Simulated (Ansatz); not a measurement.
P:
```xyz
4
Lattice="3.2851 0.0000 0.0000 0.0000 4.5858 0.0000 0.0000 0.0000 30.0000" Properties=species:S:1:pos:R:3 pbc="T T F"
P      0.0000     4.1736    16.0445
P      1.6426     2.7051    16.0445
P      0.0000     0.4122    13.9555
P      1.6426     1.8807    13.9555
```
The layer is periodic in x and y and isolated along z.

Relaxed with r²SCAN+D4. The program Ansatz at the r²SCAN+D4 level (PAW) gives a gap of 1.03 eV.

What gap does HSE06 give on the same cell (Ansatz, PAW)?

1.53 eV, 0.49 eV more. The hybrid was solved on a coarser mesh and at special points; its gap is the smallest among all of these.

| k | v1 r²SCAN+D4 | c1 r²SCAN+D4 | v1 HSE06 | c1 HSE06 |
|---|---|---|---|---|
| Γ | 0.00 | 1.03 | 0.00 | 1.53 |
| X | -2.06 | 1.46 | ___ | ___ |
| S | -1.20 | 2.58 | ___ | ___ |
| Y | -1.37 | 2.36 | ___ | ___ |

Top valence (v1) and lowest conduction level (c1) in eV from each method's valence maximum (which need not be a listed point): supply the withheld HSE06 values.


- X, v1 HSE06: -2.17
- X, c1 HSE06: 1.94
- Y, v1 HSE06: -1.42
- Y, c1 HSE06: 2.86
- S, v1 HSE06: -1.27
- S, c1 HSE06: 3.12

Cost on shared cores: the r²SCAN+D4 run (SCF on a 10×8×1 mesh, then bands and DOS) around 5 core-minutes (rough), the HSE06 run (SCF on 8×6×1, then a few points) about 50 core-minutes (a rough figure); the tasks are unlike.

Space group Pmna (puckered). A layer that has been made, often on a substrate. Symmetry was held in the r²SCAN+D4 relaxation; its stability against distortions is not shown here.

Potentials: the later of the program's two PAW sets.
